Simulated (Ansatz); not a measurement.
# CsCl-type EuCd

Level of theory: DFT, PBEsol, scalar-relativistic, collinear spin; plane waves to 420 eV with PAW datasets (Ansatz 0.2.0), Γ-centred 8×8×8 mesh, 0.05 eV Gaussian smearing. The datasets are Ansatz's generated set soft_2.

```
Eu Cd
1.0
     3.83322    0.00000    0.00000
     0.00000    3.83322    0.00000
     0.00000    0.00000    3.83322
Eu Cd
1 1
Direct
  0.00000 0.00000 0.00000
  0.50000 0.50000 0.50000
```

The structure was built from a prototype; whether the compound forms in it isn't claimed.

Magnetic state: ferromagnetic, site spin moments Eu 6.83; Cd 0.05 μB.

The cell above was scaled in volume, its shape and atoms being fixed by the lattice's symmetry. Energies are counted from the cell above.

Cell and atoms are those of this level's equilibrium.

| V (Å³/atom) | ΔE (meV/atom) | P (GPa) | largest moment (μB) |
| --- | --- | --- | --- |
| 27.04 | ? | ? | ? |
| 27.60 | 1.4 | 0.8 | 6.83 |
| 28.16 | 0.0 | 0.0 | 6.83 |
| 28.73 | 1.3 | -0.7 | 6.84 |
| 29.29 | 5.0 | -1.4 | 6.84 |

Problem. Fill in the withheld row.

Solution. ΔE (meV/atom): 5.7, P (GPa): 1.7, largest moment (μB): 6.82.

Problem. What do the points give for the equilibrium volume, the bulk modulus and its pressure derivative (third-order Birch–Murnaghan)?

Solution. V0 = 28.16 Å³/atom, B0 = 38 GPa, B0′ = 4.8.

B0·V0 = 37.9 GPa × 28.16 Å³ = 6.66 eV/atom sets the scale: near the minimum ΔE ≈ ½ B0 V0 x², with x = V/V0 − 1, and a pressure of 0.4 GPa squeezes the volume by about 1 %. At the ends of the curve: x = −4.0 % predicts 5.3 meV/atom and the run gives 5.7; x = +4.0 % predicts 5.4 meV/atom and the run gives 5.0. The curve is steeper than the parabola on the compressed side and flatter on the expanded side: the bulk modulus rises with pressure.

Without a U the 4f levels of Eu lie too near the Fermi level, so their share of the states there, and what hangs on it, is overstated. Spin–orbit coupling, which matters for such heavy elements, is left out. The run wasn't fully tested for a lower electronic state. Site moments are of spin, integrated over atomic spheres. Only parallel moments were tried, so the real magnetic order may be another. The run is a metal.
